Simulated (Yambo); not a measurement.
```
CELL_PARAMETERS angstrom
      0.00000     2.17855     2.17855
      2.17855     0.00000     2.17855
      2.17855     2.17855     0.00000
ATOMIC_POSITIONS crystal
  C  0.00000 0.00000 0.00000
  Si 0.75000 0.75000 0.75000
```

Cell and atoms were relaxed with PBEsol from Materials Project entry mp-8062, within its symmetry.

**Question.** Where are the main features of Im ε from TDDFT with the long-range kernel (α = 0.55, from Botti's fit to the run's own RPA ε∞) on PBEsol bands shifted by a G0W0 scissor of 1.18 eV (Yambo; 16×16×16 mesh, 15 bands, 4 Ry local-field block, 0.2 eV broadening; field along x)?

**Answer.** Peaks at 7.4 eV (25), 9.2 eV (9.6), heights in brackets. Peak heights and small wiggles depend on the k mesh. Convergence of the RPA response with its 16×16×16 mesh was not tested. The scissor comes from a G0W0 run whose convergence isn't established. The kernel mimics continuum excitons only.
